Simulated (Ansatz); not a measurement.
Stress against strain in LaHg₂

```yaml
crystal:
  lattice:
    - [4.96000, 0.00000, 0.00000]
    - [-2.48000, 4.29549, 0.00000]
    - [0.00000, 0.00000, 3.65000]
  atoms:
    - { symbol: La, position: [0.00000, 0.00000, 0.00000] }
    - { symbol: Hg, position: [0.33333, 0.66667, 0.45000] }
    - { symbol: Hg, position: [0.66667, 0.33333, 0.55000] }
```

Atom numbers follow the list: La1, Hg2, Hg3.

Conventional cell: a = 4.960 Å, b = 4.960 Å, c = 3.650 Å, α = 90.00°, β = 90.00°, γ = 120.00°. Around La (atom 1) lie 12 Hg at 3.30 to 3.50 Å and 2 La at 3.65 Å. Around Hg (atom 2) lie 3 Hg at 2.89 Å and 3 La at 3.30 Å.

The cell is COD entry 1538192, as deposited and not checked against the literature; nothing was relaxed.

Spin–orbit coupling is left out, though it moves levels of the heavy atoms by tenths of an eV or more.

Theory: Ansatz 0.2.0, DFT, PBEsol, all-electron LAPW, scalar-relativistic.

The runs use a Γ-centred 10×10×11 k mesh, Fermi–Dirac smearing of 0.03 eV, basis error target 0.5 meV/atom, no spin polarisation.

The strain is applied along the Cartesian axes of the cell as listed (the other components stay zero). Fractional coordinates are held (clamped ions).

σ is the change of stress from the unstrained cell, which is at -0.75 GPa; tension is positive, so slopes are stress–strain coefficients at that pressure. In a metal the k mesh adds noise.

Only quantities that a quadratic follows smoothly over the whole series are listed; rougher ones are left out.

```csv
εzz,σzz (GPa),σxx (GPa)
-0.0200,-1.07,-0.85
0.0000,0.00,0.00
0.0100,0.51,0.39
0.0200,0.99,0.77
```

Problem. Fit the series and read off the stiffness at zero strain.

Solution. Least-squares fits y = p0 + p1 x + p2 x² to the rows give σzz (GPa): p1 = 51.5, p2 = -100; σxx (GPa): p1 = 40.5, p2 = -95. So C33 = 52 GPa and C13 = 40 GPa, for these axes.

Problem. One run, at εzz = -0.0100, is withheld. Predict its row.

Solution. The fits give -0.52, -0.42; the run gave -0.52, -0.42.
